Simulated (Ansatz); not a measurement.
B (α-B12, space group No. 166) at seven volumes, plane-wave PAW r²SCAN (Ansatz code), shape and atoms relaxed at each. One row is withheld.

| V (Å³/atom) | P (GPa) |
|---|---|
| 6.574 | 24.20 |
| 6.791 | ? |
| 7.008 | 6.92 |
| 7.224 | -0.01 |
| 7.441 | -5.98 |
| 7.658 | -11.11 |
| 7.874 | -15.50 |

Fit the shown pressures and predict the withheld one.

P = (3/2)B₀(x^(7/2) − x^(5/2))[1 + (3/4)(B′ − 4)(x − 1)] with x = (V₀/V)^(2/3). Least squares on the six rows gives V₀ = 7.224 Å³/atom, B₀ = 213 GPa, B′ = 3.92. At V = 6.791, x = 1.0421 and P = 14.86 GPa. The run itself gave 14.93 GPa.

Space group R-3m (α-B12). Symmetry was held in the r²SCAN relaxation; phonons on a q-mesh show no instability.

Potentials: the later of the program's two PAW sets.
